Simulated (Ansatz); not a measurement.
HfO2 with Nb replacing Hf, one structure, two calculations

Cell: a supercell of HfO2 (baddeleyite type, P2_1/c) built from a Materials Project structure (computed, not necessarily an observed phase), with the ions relaxed around the defect (PBE).

```
Nb Hf O
1.0
    -0.87617    5.15064    5.20295
     4.21801    0.00000    5.20295
     5.09418    5.15064    0.00000
Nb Hf O
1 7 16
Cartesian
  0.7808 2.3258 3.6735
  5.0153 7.5079 8.8866
  2.9641 4.9023 4.1119
  8.0906 4.9364 4.1255
  3.4188 2.7916 1.5224
  7.6424 7.9388 6.7236
  0.3616 5.3595 6.2881
  5.4424 5.3638 6.2848
  1.3630 3.8118 5.1002
  6.5060 3.8193 5.0998
  2.3751 1.2537 2.6987
  6.5964 6.3887 7.8998
  1.9380 6.4699 5.3007
  7.0114 6.4844 5.2941
  1.8316 3.8966 2.4983
  6.0901 9.0512 7.7056
  0.0969 1.7620 1.8005
  4.2835 6.8848 6.9751
  4.5754 4.3369 0.8451
  3.7041 4.3032 6.0174
  4.1705 3.4278 3.4190
  8.4087 8.5857 8.6370
  4.7292 5.9972 4.3667
  3.8362 6.0161 9.5963
```

Atom numbers follow the list; atoms alike are taken as one site, whose name carries the number of the first.

First run. Level of theory: DFT, PBE, plane waves and PAW, scalar-relativistic, collinear spin, 420 eV cutoff, Γ-centred 3×3×3 k-points, Fermi–Dirac smearing 0.01 eV (Ansatz 0.2.0). Start moments as typed (μB): 1 on each Nb, none on the rest.

| site | atom | V_zz (10²¹ V/m²) | η | m (μB) |
| --- | --- | --- | --- | --- |
| Nb | 1 | -15.86 | 0.93 | 0.42 |
| Hf3 | 3 | 10.56 | 0.54 | 0.01 |
| Hf4 | 4 | 11.36 | 0.14 | 0.01 |
| Hf5 | 5 | 12.62 | 0.22 | 0.00 |
| Hf6 | 6 | 11.24 | 0.45 | 0.00 |
| Hf7 | 7 | 12.10 | 0.32 | 0.01 |
| Hf8 | 8 | 11.16 | 0.45 | 0.01 |
| O11 | 11 | 1.82 | 0.96 | 0.01 |
| O12 | 12 | 1.07 | 0.96 | 0.00 |
| O13 | 13 | 1.04 | 0.97 | 0.00 |
| O14 | 14 | -1.19 | 0.36 | 0.01 |
| O19 | 19 | 1.15 | 0.99 | 0.00 |
| O22 | 22 | -2.35 | 0.97 | 0.01 |
| O23 | 23 | -2.46 | 0.88 | 0.01 |

Second run. The same atoms and settings, except that the functional is r2SCAN and the cutoff is 500 eV.

Problem. What does the second run give?

Solution. 

| site | atom | V_zz | η | change of V_zz | m (μB) |
| --- | --- | --- | --- | --- | --- |
| Nb | 1 | -17.47 | 0.89 | -1.61 | 0.45 |
| Hf3 | 3 | 10.73 | 0.50 | +0.17 | 0.00 |
| Hf4 | 4 | 11.48 | 0.11 | +0.12 | 0.00 |
| Hf5 | 5 | 12.65 | 0.23 | +0.03 | 0.00 |
| Hf6 | 6 | 11.38 | 0.44 | +0.14 | 0.00 |
| Hf7 | 7 | 12.30 | 0.30 | +0.20 | 0.01 |
| Hf8 | 8 | 11.38 | 0.43 | +0.22 | 0.01 |
| O11 | 11 | -1.85 | 0.99 | – | 0.01 |
| O12 | 12 | -1.11 | 0.99 | – | 0.00 |
| O13 | 13 | -1.08 | 0.97 | – | 0.00 |
| O14 | 14 | -1.12 | 0.46 | +0.07 | 0.01 |
| O19 | 19 | -1.14 | 0.97 | – | 0.00 |
| O22 | 22 | -2.46 | 0.90 | -0.11 | 0.01 |
| O23 | 23 | -2.60 | 0.80 | -0.14 | 0.01 |

The largest change of V_zz along a kept axis is on Nb, from -15.86 to -17.47. In per cent, |V_zz| changes by +10 on Nb, 0 to +2 on Hf, -6 to +6 on O (all sites that start above 0.5, bar those whose gradient vanishes or changes sign or whose main axis turns by over 40°). On O11, O19, O12, O13 the largest principal value lies along another axis in the second run, so the two V_zz can't be compared directly. The table leaves out 10 of the 24 sites, with |V_zz| up to 11.86; their tensors move by 0.16 at most along any direction. The statements above cover all sites.

The defect repeats with the cell of 24 atoms, so it feels its images: sites between two images don't show the values beside a lone defect, and zeros or small values of η there can come from the images' arrangement. Hf and O carry a gradient in the pure host already, so the values there aren't the defect's effect alone. Without spin–orbit coupling the gradients at and beside Hf can be off by some per cent, at some sites by more.
For the first run: The cell keeps the host's lattice, where the PBE pressure is 7 GPa.
For the second run: The program didn't check the stability of this electronic state in full, so a lower one may lie near.
